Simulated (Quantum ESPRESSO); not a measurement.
## Al4V2MgW (one run as intended and one with a planted mistake)

Computed values, not a measurement. The program is pw.x of Quantum ESPRESSO 7.5 (plane-wave density functional theory). The cell is made up: eight metal atoms on a face-centred cubic lattice, with elements, volume, strain and displacements drawn at random and not relaxed, so it may be unstable or far from any real phase. PseudoDojo standard norm-conserving files set the functional (PBE unless stated); there is no spin polarisation or spin-orbit coupling, the Fermi-Dirac width of 0.25 eV means electrons at about 2900 K, and the masses in the input are unused placeholders. Heavy elements are run without spin-orbit coupling, which real alloys of them have. A spin test at this wide smearing found no moment, but such smearing suppresses magnetism that the real alloy may have.

Intended input:

```
&control calculation='scf', pseudo_dir='./dojo.nc.sr.pbe.v0_5.standard.upf', outdir='./o', disk_io='minimal', tprnfor=.true., tstress=.true. /
&system ibrav=0, nat=8, ntyp=4, nbnd=44, ecutwfc=84.00895049, nosym=.true., tot_charge=0,
 occupations='smearing', smearing='fd', degauss=0.0183746611
/
&electrons conv_thr=1.470e-08, electron_maxstep=70, mixing_beta=0.5 /
ATOMIC_SPECIES
Al 1.0 Al.upf
Mg 1.0 Mg.upf
V 1.0 V.upf
W 1.0 W.upf
CELL_PARAMETERS angstrom
-3.9139 0.0 0.0
-1.9569 -3.9139 -1.9569
-1.9569 -3.9139 5.8708
ATOMIC_POSITIONS angstrom
Al 0.0288 -0.0808 0.0304
V -1.9796 -4.0193 1.893
Al -1.9005 -1.9364 0.2315
Al -3.8561 -5.929 2.0725
V -4.0121 -3.865 3.9095
Mg -3.8474 -3.8859 0.0828
W -3.8519 -1.8933 1.9429
Al -5.8914 -5.9231 3.9287
K_POINTS automatic
8 6 4 1 1 1
```

The log is shortened where brackets say so; the opening notice, blank lines, dates and the lines on written files are dropped, and the path of the files is cut. It prints rydbergs, bohrs and kilobars, and counts compression as positive stress. Its total energy is the free energy E - TS of the whole cell.

Log of the intended run:

```
     Program PWSCF v.7.5
     Parallel version (MPI & OpenMP), running on       4 processor cores
     Number of MPI processes:                 4
     Threads/MPI process:                     1
     [start-up lines left out]
     bravais-lattice index     =            0
     lattice parameter (alat)  =       7.3962  a.u.
     unit-cell volume          =     809.1895 (a.u.)^3
     number of atoms/cell      =            8
     number of atomic types    =            4
     number of electrons       =        62.00
     number of Kohn-Sham states=           44
     kinetic-energy cutoff     =      84.0090  Ry
     charge density cutoff     =     336.0358  Ry
     scf convergence threshold =      1.5E-08
     mixing beta               =       0.5000
     number of iterations used =            8  plain     mixing
     Exchange-correlation= PBE
                           (   1   4   3   4   0   0   0)
     [axes and pseudopotential details left out]
   Cartesian axes
     site n.     atom                  positions (alat units)
         1        Al     tau(   1) = (   0.0073584  -0.0206444   0.0077672  )
         2        V      tau(   2) = (  -0.5057871  -1.0269297   0.4836608  )
         3        Al     tau(   3) = (  -0.4855770  -0.4947495   0.0591482  )
         4        Al     tau(   4) = (  -0.9852321  -1.5148573   0.5295230  )
         5        V      tau(   5) = (  -1.0250901  -0.9875061   0.9988758  )
         6        Mg     tau(   6) = (  -0.9830093  -0.9928460   0.0211554  )
         7        W      tau(   7) = (  -0.9841590  -0.4837374   0.4964102  )
         8        Al     tau(   8) = (  -1.5052505  -1.5133499   1.0037814  )
     number of k points=    96  Fermi-Dirac smearing, width (Ry)=  0.0184
                       cart. coord. in units 2pi/alat
        k(    1) = (  -0.0625000  -0.0625007   0.0208336), wk =   0.0208333
        k(    2) = (  -0.0625000  -0.1249999   0.1458352), wk =   0.0208333
     [further k points left out]
     Dense  grid:    84203 G-vectors     FFT dimensions: (  45,  54,  81)
     Estimated max dynamical RAM per process >     299.44 MB
     Estimated total dynamical RAM >       1.11 GB
     Initial potential from superposition of free atoms
     starting charge      61.9868, renormalised to      62.0000
     Starting wfcs are   51 randomized atomic wfcs
     total cpu time spent up to now is       11.4 secs
     per-process dynamical memory:   245.7 Mb
     Self-consistent Calculation
     iteration #  1     ecut=    84.01 Ry     beta= 0.50
     Davidson diagonalization with overlap
     ethr =  1.00E-02,  avg # of iterations =  4.3
     Threshold (ethr) on eigenvalues was too large:
     Diagonalizing with lowered threshold
     Davidson diagonalization with overlap
     ethr =  5.20E-04,  avg # of iterations =  2.5
     total cpu time spent up to now is       68.2 secs
     total energy              =    -584.13286016 Ry
     estimated scf accuracy    <       0.32333957 Ry
     iteration #  2     ecut=    84.01 Ry     beta= 0.50
     Davidson diagonalization with overlap
     ethr =  5.22E-04,  avg # of iterations =  5.3
     total cpu time spent up to now is       99.4 secs
     total energy              =    -583.95551511 Ry
     estimated scf accuracy    <       2.90217439 Ry
     [iterations 3 to 10 left out]
     iteration # 11     ecut=    84.01 Ry     beta= 0.50
     Davidson diagonalization with overlap
     ethr =  1.47E-09,  avg # of iterations =  2.0
     total cpu time spent up to now is      324.8 secs
     total energy              =    -584.25010331 Ry
     estimated scf accuracy    <       0.00000009 Ry
     iteration # 12     ecut=    84.01 Ry     beta= 0.50
     Davidson diagonalization with overlap
     ethr =  1.38E-10,  avg # of iterations =  2.7
     total cpu time spent up to now is      349.4 secs
     End of self-consistent calculation
     [lines on levels left out]
!    total energy              =    -584.25010332 Ry
     estimated scf accuracy    <          5.0E-09 Ry
     smearing contrib. (-TS)   =      -0.09260035 Ry
     internal energy E=F+TS    =    -584.15750297 Ry
     The total energy is F=E-TS. E is the sum of the following terms:
     one-electron contribution =    -340.90700261 Ry
     hartree contribution      =     189.56230746 Ry
     xc contribution           =    -103.81067644 Ry
     ewald contribution        =    -329.00213138 Ry
     convergence has been achieved in  12 iterations
     Forces acting on atoms (cartesian axes, Ry/au):
     atom    1 type  1   force =    -0.00245584    0.00534005   -0.01901561
     atom    2 type  3   force =     0.02507083    0.01334380    0.07050698
     atom    3 type  1   force =    -0.00281181    0.00506455   -0.06505634
     atom    4 type  1   force =    -0.03068010    0.00742349   -0.03196776
     atom    5 type  3   force =     0.03343823   -0.01387713   -0.00591265
     atom    6 type  2   force =    -0.01526985    0.00530367   -0.00788681
     atom    7 type  4   force =    -0.01258702   -0.05719713    0.06726501
     atom    8 type  1   force =     0.00529557    0.03459872   -0.00793283
     Total force =     0.152872     Total SCF correction =     0.000236
     Computing stress (Cartesian axis) and pressure
          total   stress  (Ry/bohr**3)                   (kbar)     P=       68.62
   0.00036729   0.00002910   0.00002008           54.03        4.28        2.95
   0.00002910   0.00043735   0.00004132            4.28       64.34        6.08
   0.00002008   0.00004132   0.00059473            2.95        6.08       87.49
     init_run     :     10.12s CPU     10.65s WALL (       1 calls)
     electrons    :    335.84s CPU    338.09s WALL (       1 calls)
     forces       :      3.66s CPU      3.74s WALL (       1 calls)
     stress       :     13.57s CPU     13.58s WALL (       1 calls)
     [timing details left out]
     PWSCF        :   6m 3.93s CPU   6m 6.96s WALL
     JOB DONE.
```

A second run has one planted mistake: one coordinate of one atom is wrong. The input lines that differ:

```
- Al -5.8914 -5.9231 3.9287
+ Al -5.8914 -5.8331 3.9287
```

Its log:

```
     Program PWSCF v.7.5
     Parallel version (MPI & OpenMP), running on       4 processor cores
     Number of MPI processes:                 4
     Threads/MPI process:                     1
     [start-up lines left out]
     bravais-lattice index     =            0
     lattice parameter (alat)  =       7.3962  a.u.
     unit-cell volume          =     809.1895 (a.u.)^3
     number of atoms/cell      =            8
     number of atomic types    =            4
     number of electrons       =        62.00
     number of Kohn-Sham states=           44
     kinetic-energy cutoff     =      84.0090  Ry
     charge density cutoff     =     336.0358  Ry
     scf convergence threshold =      1.5E-08
     mixing beta               =       0.5000
     number of iterations used =            8  plain     mixing
     Exchange-correlation= PBE
                           (   1   4   3   4   0   0   0)
     [axes and pseudopotential details left out]
   Cartesian axes
     site n.     atom                  positions (alat units)
         1        Al     tau(   1) = (   0.0073584  -0.0206444   0.0077672  )
         2        V      tau(   2) = (  -0.5057871  -1.0269297   0.4836608  )
         3        Al     tau(   3) = (  -0.4855770  -0.4947495   0.0591482  )
         4        Al     tau(   4) = (  -0.9852321  -1.5148573   0.5295230  )
         5        V      tau(   5) = (  -1.0250901  -0.9875061   0.9988758  )
         6        Mg     tau(   6) = (  -0.9830093  -0.9928460   0.0211554  )
         7        W      tau(   7) = (  -0.9841590  -0.4837374   0.4964102  )
         8        Al     tau(   8) = (  -1.5052505  -1.4903549   1.0037814  )
     number of k points=    96  Fermi-Dirac smearing, width (Ry)=  0.0184
                       cart. coord. in units 2pi/alat
        k(    1) = (  -0.0625000  -0.0625007   0.0208336), wk =   0.0208333
        k(    2) = (  -0.0625000  -0.1249999   0.1458352), wk =   0.0208333
     [further k points left out]
     Dense  grid:    84203 G-vectors     FFT dimensions: (  45,  54,  81)
     Estimated max dynamical RAM per process >     299.44 MB
     Estimated total dynamical RAM >       1.11 GB
     Initial potential from superposition of free atoms
     starting charge      61.9868, renormalised to      62.0000
     Starting wfcs are   51 randomized atomic wfcs
     total cpu time spent up to now is       12.3 secs
     per-process dynamical memory:   245.7 Mb
     Self-consistent Calculation
     iteration #  1     ecut=    84.01 Ry     beta= 0.50
     Davidson diagonalization with overlap
     ethr =  1.00E-02,  avg # of iterations =  4.3
     Threshold (ethr) on eigenvalues was too large:
     Diagonalizing with lowered threshold
     Davidson diagonalization with overlap
     ethr =  5.57E-04,  avg # of iterations =  2.3
     total cpu time spent up to now is       70.1 secs
     total energy              =    -584.12494260 Ry
     estimated scf accuracy    <       0.34504160 Ry
     iteration #  2     ecut=    84.01 Ry     beta= 0.50
     Davidson diagonalization with overlap
     ethr =  5.57E-04,  avg # of iterations =  5.1
     total cpu time spent up to now is       99.7 secs
     total energy              =    -583.93995824 Ry
     estimated scf accuracy    <       3.10145983 Ry
     [iterations 3 to 10 left out]
     iteration # 11     ecut=    84.01 Ry     beta= 0.50
     Davidson diagonalization with overlap
     ethr =  1.79E-09,  avg # of iterations =  2.0
     total cpu time spent up to now is      340.1 secs
     total energy              =    -584.25376780 Ry
     estimated scf accuracy    <       0.00000009 Ry
     iteration # 12     ecut=    84.01 Ry     beta= 0.50
     Davidson diagonalization with overlap
     ethr =  1.39E-10,  avg # of iterations =  3.0
     total cpu time spent up to now is      365.3 secs
     End of self-consistent calculation
     [lines on levels left out]
!    total energy              =    -584.25376781 Ry
     estimated scf accuracy    <          5.1E-09 Ry
     smearing contrib. (-TS)   =      -0.09233845 Ry
     internal energy E=F+TS    =    -584.16142936 Ry
     The total energy is F=E-TS. E is the sum of the following terms:
     one-electron contribution =    -341.38266195 Ry
     hartree contribution      =     189.80424127 Ry
     xc contribution           =    -103.81398315 Ry
     ewald contribution        =    -328.76902553 Ry
     convergence has been achieved in  12 iterations
     Forces acting on atoms (cartesian axes, Ry/au):
     atom    1 type  1   force =    -0.00134330    0.01268677   -0.01539753
     atom    2 type  3   force =     0.02506448    0.01756058    0.06507762
     atom    3 type  1   force =    -0.00288477    0.00659267   -0.06470540
     atom    4 type  1   force =    -0.03050579    0.00785053   -0.03136644
     atom    5 type  3   force =     0.03434968   -0.00546123   -0.00134958
     atom    6 type  2   force =    -0.01540927    0.00849692   -0.01195477
     atom    7 type  4   force =    -0.01247689   -0.05623788    0.06705790
     atom    8 type  1   force =     0.00320587    0.00851164   -0.00736179
     Total force =     0.146295     Total SCF correction =     0.000225
     Computing stress (Cartesian axis) and pressure
          total   stress  (Ry/bohr**3)                   (kbar)     P=       68.73
   0.00036500   0.00003143   0.00001917           53.69        4.62        2.82
   0.00003143   0.00043972   0.00005345            4.62       64.68        7.86
   0.00001917   0.00005345   0.00059694            2.82        7.86       87.81
     init_run     :      9.26s CPU      9.68s WALL (       1 calls)
     electrons    :    350.50s CPU    353.08s WALL (       1 calls)
     forces       :      3.65s CPU      3.70s WALL (       1 calls)
     stress       :     13.28s CPU     13.29s WALL (       1 calls)
     [timing details left out]
     PWSCF        :   6m19.32s CPU   6m22.51s WALL
     JOB DONE.
```

```
                                            intended run  run with the mistake
                          free energy (eV)     -7949.128             -7949.177
         entropy term -TS, part of it (eV)        -1.260                -1.256
                            pressure (GPa)          6.86                  6.87
size of the largest force component (eV/Å)         1.813                 1.724
largest change of a force component (eV/Å)                               0.671
                                iterations            12                    12
```

For scale, a rerun of the intended cell at a higher cutoff and on a denser mesh moved values by no more than 0.002 eV in energy, 0.02 GPa in stress and 0.005 eV/Å in force, and a second program with other atomic files agreed on that cell to 2 % rms in force and 0.5 GPa in pressure.